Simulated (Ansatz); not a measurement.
W₂N:
```yaml
crystal:
  lattice:
    - [2.95739, 0.00000, 0.00000]
    - [0.00000, 2.95739, 0.00000]
    - [0.00000, 0.00000, 4.15038]
  atoms:
    - { symbol: W, position: [0.00000, 0.00000, 0.00000] }
    - { symbol: W, position: [0.50000, 0.50000, 0.50000] }
    - { symbol: N, position: [0.50000, 0.50000, 0.00000] }
```

Relaxed with PBEsol. Special points in fractions of this cell's reciprocal vectors: Γ (0.000, 0.000, 0.000); X (0.000, 0.500, 0.000); M (0.500, 0.500, 0.000); Z (0.000, 0.000, 0.500); R (0.000, 0.500, 0.500); A (0.500, 0.500, 0.500).

Q: List the band energies nearest the Fermi level at these points for plane-wave PAW PBEsol (Ansatz code).

A: In eV from the Fermi level; about four levels below and three above (degenerate sets whole), none deeper than 8.9 eV; points with the same levels are listed once.

```tsv
k	below	above
Γ	-2.01 -2.01 -1.74 -0.08	0.46 3.14 3.91 3.91
X	-6.90 -3.72 -3.23 -3.17	0.18 0.62 0.64
M	-5.56 -5.56 -5.48 -4.66	2.16 2.97 3.19
Z	-3.19 -1.37 -0.10 -0.10	0.28 2.31 2.31
R	-4.13 -2.91 -1.63 -0.49	1.61 2.33 2.37
A	-7.14 -7.14 -3.82 -3.46 -3.46	0.27 0.53 0.53
```

Space group P4/mmm. The cell is a constructed one: a structure type filled with these elements; neither database checked (COD, Materials Project) lists it. Whether it is the stable phase at ambient conditions was not checked. Symmetry was held in the PBEsol relaxation; of distortions, only those at the zone centre were tested. No spin polarisation was allowed. With an odd number of electrons in the cell and no spin polarisation, the count alone makes it a metal. Scalar-relativistic: spin–orbit coupling is off unless named, which matters more the heavier the elements.

Potentials: the later of the program's two PAW sets.
